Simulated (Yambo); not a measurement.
G0W0@PBEsol for Sc$_{2}$Si$_{2}$O$_{7}$ (space group C2/m, No. 12) in Yambo. Reference settings: 2×2×4 Γ-centred k mesh, bands 3 to 196 and a 7 Ry block in the screening, 196 bands in G with the Bruneval-Gonze terminator, plasmon pole fitted at 27.2 eV. The PBEsol gap Γ → (-0.5, -0.5, 0) on this mesh is 4.35 eV; G0W0 gaps are taken between the same points.

```
change from the reference       G0W0 gap Γ → (-0.5, -0.5, 0) (eV)  shift of the valence edge (eV)
------------------------------  ---------------------------------  ------------------------------
reference settings                                           7.35                           -0.98
100 bands in W                                               7.42                           -0.87
132 bands in W, 132 bands in G                               7.37                           -0.91
no random integration                                        7.34                           -0.97
84 bands in W, 84 bands in G                                    …                           -0.81
2×2×2 mesh                                                   7.33                           -0.95
1 Ry block                                                   9.29                           -1.84
84 bands in G, no terminator                                 7.43                           -0.31
```

Estimate the withheld gaps from the other rows; the computed values follow.


- 84 bands in W, 84 bands in G, G0W0 gap Γ → (-0.5, -0.5, 0) (eV): 7.46

The reference isn't shown to be the converged limit.

Geometry of the Materials Project entry, not relaxed at this level; primitive cell a = b = 5.363 Å, c = 4.691 Å, α = β = 97.70°, γ = 105.12°.

A shift is the quasiparticle energy of the state minus its PBEsol energy.
